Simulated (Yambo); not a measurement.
Material: CaCd$_{2}$P$_{2}$ (space group P-3m1, No. 164); a = b = 4.292 Å, c = 7.055 Å, α = β = 90.00°, γ = 120.00° (5 atoms in the cell). The geometry is that of Materials Project entry mp-9570, symmetrised and not relaxed again.

With PBEsol (Quantum ESPRESSO, PseudoDojo norm-conserving, 102 Ry, with spin-orbit coupling), the gap between the mesh's edge points (Γ → Γ) is 0.731 eV.

Task: By how much does one-shot G0W0 (Yambo; 3×3×2 Γ-centred k mesh, bands 19 to 262 and a 6 Ry block in the screening, 262 bands in G with the Bruneval-Gonze terminator, plasmon pole fitted at 27.2 eV) open this gap, and what gap results?

Result: The correction is 0.701 eV, giving 1.432 eV, 2.0 times the PBEsol value.  Nearest settings tried, and what they do to the gap: 180 bands in W, 180 bands in G: +30 meV; 3 Ry block (73 vectors against 209): -114 meV; 3×3×1 mesh: -85 meV. So the settings aren't converged at that level. The k mesh is coarse.
